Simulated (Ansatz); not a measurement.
MgH₂ (rutile)

```cif
data_H4Mg2
_chemical_formula_sum 'Mg2 H4'
_space_group_name_H-M_alt 'P 1'
_space_group_IT_number 1
_cell_length_a 4.51729
_cell_length_b 4.51729
_cell_length_c 3.01286
_cell_angle_alpha 90.000
_cell_angle_beta 90.000
_cell_angle_gamma 90.000
loop_
_space_group_symop_operation_xyz
  'x, y, z'
loop_
_atom_site_label
_atom_site_type_symbol
_atom_site_fract_x
_atom_site_fract_y
_atom_site_fract_z
_atom_site_occupancy
Mg1 Mg 0.00000 0.00000 0.00000 1
Mg2 Mg 0.50000 0.50000 0.50000 1
H1 H 0.30441 0.30441 0.00000 1
H2 H 0.80441 0.19559 0.50000 1
H3 H 0.19559 0.80441 0.50000 1
H4 H 0.69559 0.69559 0.00000 1
```

Equation-of-state scan: isotropic scaling of the cell above, V₀ being its volume. The atoms relax within the cell's symmetry.

Method: PBE (plane waves to 420 eV, PAW, scalar-relativistic; Ansatz, a program for electronic structure). k mesh 7×7×11 (Γ-centred), Fermi-Dirac smearing 0.05 eV. Energies are smeared free energies. Compression counts positive. With the shape held, the modulus is that of even scaling; a crystal free to change shape is softer. MgH2 was relaxed with its symmetry unable to fall. ΔE is measured from the relaxed starting cell.

The scan covers V/V₀ from 0.900 to 1.100 in 9 points.

Task: What bulk modulus at fixed cell shape B₀ follows from a third-order Birch-Murnaghan fit?

Result: 51.0 GPa.

Task: What is the fitted pressure derivative B₀′?

Result: 3.5.

(Under strain, the slope of the energy per volume gives the stress and its curvature an elastic modulus.)
